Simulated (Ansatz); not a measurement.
Relaxed-ion elastic tensor of Mg$_{2}$Sn in space group P-62m (No. 189; Mg on 3g, Mg on 1a, Sn on 2c) in GPa (Voigt order), PBEsol in the plane-wave PAW code Ansatz; density 4.01 g/cm³, 23.09 Å³ per atom.

```csv
,1,2,3,4,5,6
1,63.1,39.0,32.6,0.0,0.0,0.0
2,39.0,63.1,32.6,0.0,0.0,0.0
3,32.6,32.6,64.0,0.0,0.0,0.0
4,0.0,0.0,0.0,8.8,0.0,0.0
5,0.0,0.0,0.0,0.0,8.8,0.0
6,0.0,0.0,0.0,0.0,0.0,12.1
```

**Question.** Is the crystal mechanically stable?

**Answer.** Yes: the smallest eigenvalue of C is 8.8 GPa.

**Question.** Work out the Voigt, Reuss and Hill averages.

**Answer.** K_V = 44.3, K_R = 44.2, K_H = 44.2; G_V = 11.7, G_R = 11.0, G_H = 11.3 GPa.

**Question.** Give Young's modulus, Poisson's ratio, Pugh's ratio and the universal anisotropy index.

**Answer.** E = 9KG/(3K + G) = 31.3 GPa; ν = 0.38; K/G = 3.90 (ductile by the Pugh limit of 1.75); A_U = 5G_V/G_R + K_V/K_R − 6 = 0.30.

**Question.** Estimate the sound speeds and the Debye temperature.

**Answer.** v_l = √((K + 4G/3)/ρ) = 3850 m/s, v_t = √(G/ρ) = 1680 m/s, mean 1900 m/s; Θ = (h/k)(3n/4πV)^(1/3) v_m = 198 K.

**Question.** Solve the Christoffel equation for the three sound speeds along x, y, z.

**Answer.** Eigenvalues of C_ijkl n_j n_l equal ρv². In km/s, slowest first: x 1.48, 1.73, 3.97; y 1.48, 1.73, 3.97; z 1.48, 1.48, 3.99.

**Question.** How much does each axis shrink under pressure?

**Answer.** Linear compressibilities β_i = Σ_j S_ij (j = 1 to 3): x 7.1, y 7.1, z 8.4 per TPa.

The first step of the workflow began from a Materials Project structure, measured or hypothetical; the Crystallography Open Database copy checked does not list it. COD files the formula under space group No. 225, 227, so this cell is another polymorph or a model. With Mg and Sn taken as one species the cell has the higher symmetry P6_3/mmc, so it may be an ordered model of a mixed-site phase. Its standing as an ambient phase is unchecked. The PBEsol relaxation kept the symmetry of its start; of distortions, only those at the zone centre were tested. As this level gives no gap, shear constants depend on the k-mesh and smearing (Fermi–Dirac, 0.1 eV here). On the denser mesh and wider smearing of the elastic run this cell carries a stress of 0.4 GPa. Spin–orbit coupling is left out wherever it is not named.

Potentials: the later of the program's two PAW sets.
